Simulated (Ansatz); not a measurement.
MgS (rock salt, Fm-3m) at seven volumes, r²SCAN (plane waves, PAW; program Ansatz), scaled uniformly. One row is withheld.

```tsv
V (Å³/atom)	P (GPa)
16.042	9.09
16.571	5.59
17.100	?
17.628	0.00
18.157	-2.22
18.686	-4.14
19.215	-5.78
```

Question: Fit the shown pressures and predict the withheld one.

Answer: P = (3/2)B₀(x^(7/2) − x^(5/2))[1 + (3/4)(B′ − 4)(x − 1)] with x = (V₀/V)^(2/3). Least squares on the six rows gives V₀ = 17.628 Å³/atom, B₀ = 79.8 GPa, B′ = 4.02. At V = 17.100, x = 1.0205 and P = 2.58 GPa. The run itself gave 2.58 GPa.

Symmetry was held in the r²SCAN relaxation; phonons on a q-mesh show no instability.

Potentials: the earlier of the program's two PAW sets.
